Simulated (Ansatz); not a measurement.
All numbers below come from DFT PBE, scalar-relativistic, plane waves, PAW in Ansatz. All cells share a 420 eV cutoff and Γ-centred k meshes spaced at most about 0.3 Å⁻¹ (about 0.25 or finer for metals, 2π included). No spin polarisation in the final relaxations.

Each of these unrelaxed guesses is relaxed in cell and atoms within its symmetry. A guess keeps its type if space group and coordination stay and the shape of the cell changes little (axis ratios within about 15 %, angles within 6°); the volume may change.

1. ReP4Ru

```
Re P Ru
1.0
     0.00000    3.70095    3.70095
     3.70095    0.00000    3.70095
     3.70095    3.70095    0.00000
Re P Ru
1 4 1
Direct
  0.00000 0.00000 0.00000
  0.87669 0.37444 0.37444
  0.37444 0.37444 0.37444
  0.37444 0.87669 0.37444
  0.37444 0.37444 0.87669
  0.75000 0.75000 0.75000
```

2. SiAgBr5

```
Si Ag Br
1.0
     4.98177    0.00000    0.00000
     0.00000    4.98177    0.00000
     0.00000    0.00000    7.96990
Si Ag Br
1 1 5
Direct
  0.00000 0.00000 0.50000
  0.00000 0.00000 0.00000
  0.00000 0.50000 0.29938
  0.00000 0.50000 0.70062
  0.50000 0.00000 0.29938
  0.50000 0.00000 0.70062
  0.50000 0.50000 0.00000
```

3. BaTl4S4

```
Ba Tl S
1.0
     6.00865    0.00000    0.00000
    -3.00432    5.20364    0.00000
     0.00000    0.00000    9.02623
Ba Tl S
1 4 4
Direct
  0.00000 0.00000 0.18858
  0.50000 0.00000 0.50089
  0.00000 0.50000 0.50089
  0.50000 0.50000 0.50089
  0.00000 0.00000 0.53940
  0.50000 0.00000 0.89128
  0.00000 0.50000 0.89128
  0.50000 0.50000 0.89128
  0.00000 0.00000 0.75378
```

Question: Which guesses survive the relaxation?

Answer: Guess 1 keeps its type.

```tsv
guess	kept	start group	end group	V start (Å³/atom)	V end	b/a and c/a, end over start	nearest neighbours start	nearest neighbours end
1	yes	F-43m	F-43m	16.9	13.5	1.00, 1.00	P 6, Re 16, Ru 16	P 6, Re 16, Ru 16
2	no	P4/mmm	P4/mmm	28.3	32.8	1.00, 1.71	Ag 12, Br 3/12, Si 8	Ag 4, Br 4/6, Si 8
3	no	P6mm	P6mm	31.4	38.9	1.00, 0.99	Ba 1, S 1/6, Tl 1/6	Ba 7, S 1, Tl 1
```

Neighbours count within 15 % of an atom's shortest distance; end groups are read at 0.02 Å (0.05 Å in metals).

Weakly bound directions are ill-defined at this level, which has no dispersion term (SiAgBr5 P4/mmm). Spin–orbit coupling, which can matter for Re and Tl, is left out. Cells relaxed within their symmetry can be saddle points.

In counts of neighbours, a slash parts the counts of unlike sites.
